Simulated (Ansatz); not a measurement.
CdTe (rock salt, Fm-3m), a = 6.0847 Å, b = 6.0847 Å, c = 6.0847 Å, α = 90.00°, β = 90.00°, γ = 90.00°; the cell used has 2 atoms.

Relaxed with r²SCAN.

Question: Tabulate the valence density and the electron localisation function along the shortest Cd–Te contact (3.04 Å), r²SCAN in the plane-wave PAW code Ansatz.

Answer: 

| distance from Cd (Å) | density (e/Å³) | ELF |
|---|---|---|
| 0.30 | 17.82 | 0.84 |
| 0.46 | 11.01 | 0.61 |
| 0.61 | 5.70 | 0.43 |
| 0.76 | 2.44 | 0.35 |
| 0.91 | 0.91 | 0.27 |
| 1.06 | 0.42 | 0.18 |
| 1.22 | 0.26 | 0.15 |
| 1.37 | 0.22 | 0.23 |
| 1.52 | 0.23 | 0.44 |
| 1.67 | 0.29 | 0.64 |
| 1.83 | 0.39 | 0.68 |
| 1.98 | 0.54 | 0.60 |
| 2.13 | 0.78 | 0.49 |
| 2.28 | 1.54 | 0.36 |
| 2.43 | 3.62 | 0.21 |
| 2.59 | 7.53 | 0.08 |
| 2.74 | 12.68 | 0.03 |

The density is the valence pseudo-density with augmentation charge, so density and ELF within about 1 Å of a nucleus are not all-electron values.

This is a known high-pressure phase of the composition, computed here at zero pressure and temperature. Symmetry was held in the r²SCAN relaxation; of distortions, only those at the zone centre were tested. Spin–orbit coupling is left out wherever it is not named.

Potentials: the earlier of the program's two PAW sets.
